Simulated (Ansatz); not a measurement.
Here are 2 structures of MgFBr, each relaxed with r2SCAN (Ansatz 0.2.0). The cells were built from prototypes, so some may not be known phases; spin polarisation is off.

- Janus 1T monolayer: in-plane lattice: a = 3.484 Å, b = 3.484 Å, γ = 120.0°; thickness between the outer nuclei 2.44 Å. Mg has 3 F at 2.17 Å and 3 Br at 2.58 Å; F has 3 Mg at 2.17 Å; Br has 3 Mg at 2.58 Å.
- Janus 2H monolayer: the sheet's in-plane cell has a = 3.405 Å, b = 3.405 Å (γ = 120.0°), and its outermost atoms lie 2.77 Å apart along the normal. Mg has 3 F at 2.20 Å and 3 Br at 2.65 Å; F has 3 Mg at 2.20 Å and 1 Br at 2.77 Å; Br has 3 Mg at 2.65 Å and 1 F at 2.77 Å.

(1) Which is lowest in energy with r2SCAN, and by how much?

(2) Does the order change among the functionals that relaxed these cells?

(3) What gaps does HSE06 give on these cells?

(4) What gaps does PBE give on these cells?

## Answers

(1) Among these cells the lowest with r2SCAN is Janus 1T monolayer, 238 meV an atom below the next, Janus 2H monolayer. Other structures, not computed here, could lie lower.

(2) Not for the lowest cell. PBEsol, LDA, PBE agree on the lowest cell. PBEsol: Janus 1T monolayer 0, Janus 2H monolayer 208 meV an atom. LDA: Janus 1T monolayer 0, Janus 2H monolayer 215 meV an atom.

(3) Janus 1T monolayer: 4.02 d (Γ); Janus 2H monolayer: 3.09 d (Γ) (eV; d direct, i indirect).

(4) Janus 1T monolayer: 2.91 d (Γ); Janus 2H monolayer: 2.00 d (Γ) (eV; d direct, i indirect).

Spin-orbit coupling is left out.

The meshes of the hybrids are coarse, so their gaps aren't converged to the digits shown.

For some runs the program warns that the potential is rough where the density is thin, which bears on empty states near the vacuum.
